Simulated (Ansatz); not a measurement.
Relaxed-ion elastic tensor of RbBr (rock salt, space group No. 225) in GPa (Voigt order), r²SCAN (plane waves, PAW; program Ansatz); density 3.31 g/cm³, 41.53 Å³ per atom.

|  | 1 | 2 | 3 | 4 | 5 | 6 |
|---|---|---|---|---|---|---|
| 1 | 34.4 | 3.8 | 3.8 | 0.0 | 0.0 | 0.0 |
| 2 | 3.8 | 34.4 | 3.8 | 0.0 | 0.0 | 0.0 |
| 3 | 3.8 | 3.8 | 34.4 | 0.0 | 0.0 | 0.0 |
| 4 | 0.0 | 0.0 | 0.0 | 4.0 | 0.0 | 0.0 |
| 5 | 0.0 | 0.0 | 0.0 | 0.0 | 4.0 | 0.0 |
| 6 | 0.0 | 0.0 | 0.0 | 0.0 | 0.0 | 4.0 |

Q: Is the crystal mechanically stable?

A: Yes: the smallest eigenvalue of C is 4.0 GPa.

Q: Work out the Voigt, Reuss and Hill averages.

A: K_V = 14.0, K_R = 14.0, K_H = 14.0; G_V = 8.5, G_R = 5.6, G_H = 7.1 GPa.

Q: Give Young's modulus, Poisson's ratio, Pugh's ratio and the universal anisotropy index.

A: E = 9KG/(3K + G) = 18.1 GPa; ν = 0.28; K/G = 1.99 (ductile by the Pugh limit of 1.75); A_U = 5G_V/G_R + K_V/K_R − 6 = 2.52.

Q: Estimate the sound speeds and the Debye temperature.

A: v_l = √((K + 4G/3)/ρ) = 2660 m/s, v_t = √(G/ρ) = 1460 m/s, mean 1630 m/s; Θ = (h/k)(3n/4πV)^(1/3) v_m = 140 K.

Q: Give the Zener ratio and Young's modulus along [100], [110] and [111].

A: A = 2C44/(C11 − C12) = 0.26; 1/E = S11 − 2(S11 − S12 − S44/2)Γ with Γ = 0, 1/4, 1/3 gives 33.6, 13.1, 10.9 GPa.

Q: Solve the Christoffel equation for the three sound speeds along [100], [110], [111].

A: Eigenvalues of C_ijkl n_j n_l equal ρv². In km/s, slowest first: [100] 1.10, 1.10, 3.22; [110] 1.10, 2.15, 2.64; [111] 1.86, 1.86, 2.42.

Space group Fm-3m (rock salt). The r²SCAN relaxation kept the symmetry of its start; phonons on a q-mesh show no instability.

Potentials: the later of the program's two PAW sets.
